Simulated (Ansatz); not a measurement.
Energy and pressure of MnCu against volume, without spin

Computed with DFT PBE, scalar-relativistic, plane waves, PAW (Ansatz).

```
CELL_PARAMETERS angstrom
1.88524 1.88524 3.69301
1.88524 3.69301 1.88524
3.69301 1.88524 1.88524
ATOMIC_POSITIONS crystal
Mn 0.00000 0.00000 0.00000
Cu 0.50000 0.50000 0.50000
```

```json
{
 "plane-wave cutoff": "420 eV",
 "Γ-centred k-mesh": "18×18×18",
 "occupation rule": "Gaussian smearing, 0.1 eV",
 "spin treatment": "unpolarised"
}
```

The cell is scaled evenly at fixed fractional positions, V₀ being the volume of the cell shown; start: no spin polarisation. Energies are extrapolated to zero smearing. A spin-polarised state can lie lower, at larger volumes above all.

```csv
V/V₀,E above lowest (meV/atom),P (GPa)
0.800,180.0,42.9
0.860,43.4,18.5
0.920,0.0,1.6
0.960,?,?
1.000,38.8,-13.1
1.040,86.7,-18.1
1.100,?,?
1.180,341.2,-28.0
```

Task: Fill in the withheld rows.

Result: The withheld rows:

```csv
V/V₀,E above lowest (meV/atom),P (GPa)
0.960,8.3,-6.6
1.100,182.7,-23.5
```

Cost: 8 runs of about 2.2 core-minutes in all, on Intel Xeon Processor @ 2.70GHz (shared hosts).